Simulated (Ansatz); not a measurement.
The start is a relaxed BaF2 cell deformed by the Cartesian strain tensor (xx, yy, zz, yz, xz, xy) = (-0.032, -0.097, 0.012, -0.048, 0.065, 0.134). The cell and all atomic positions are relaxed at zero pressure with PBE (plane waves to 420 eV, PAW, scalar-relativistic; Ansatz, a program for electronic structure). The first steps use a coarse 8×7×6 k-mesh.

Input geometry:
```
CELL_PARAMETERS angstrom
      0.61838     2.67184     3.01226
      3.22463     0.26859     3.36205
      3.44013     3.23712     0.05309
ATOMIC_POSITIONS crystal
  Ba 0.00000 0.00000 0.00000
  F  0.25000 0.25000 0.25000
  F  0.75000 0.75000 0.75000
```

```yaml
largest_initial_force: 3.66 eV/Å, on F2, F3 (atoms numbered as listed)
energy_released: 0.57 eV/atom
volume_change: +16.3 %, from 17.46 to 20.31 Å³/atom
relative_to_the_parent: It returns to the parent structure, Fm-3m (No. 225)
Shortest distances (start → end): "The closest pairs of elements (up to four, under 3.6 Å), start → end: Ba–F 2.17 → 2.70 Å; F–F 2.85 → 3.12 Å; Ba–Ba 3.56 → 4.42 Å"
band_gap_at_the_end: 6.73 eV, indirect (valence top at k = (0, 0.2222, -0.2222), conduction bottom at Γ) (no spin-orbit coupling)
optimiser_moves: 14
```

The end point of the relaxation:

Space group Fm-3m (No. 225); a = 6.246 Å, b = 6.246 Å, c = 6.246 Å, α = 90.00°, β = 90.00°, γ = 90.00°

```json
[
 {"atom": "Ba", "site": "4a", "symmetry": "m-3m", "x": "0.0000", "y": "0.0000", "z": "0.0000"},
 {"atom": "F", "site": "8c", "symmetry": "-43m", "x": "0.2500", "y": "0.2500", "z": "0.2500"}
]
```
(The calculation used a cell of 3 atoms; values per cell refer to that cell.)

Final values are on a 9×9×9 k-mesh of the relaxed cell. No spin polarisation in the result.

The run could not lose the symmetry of its start.
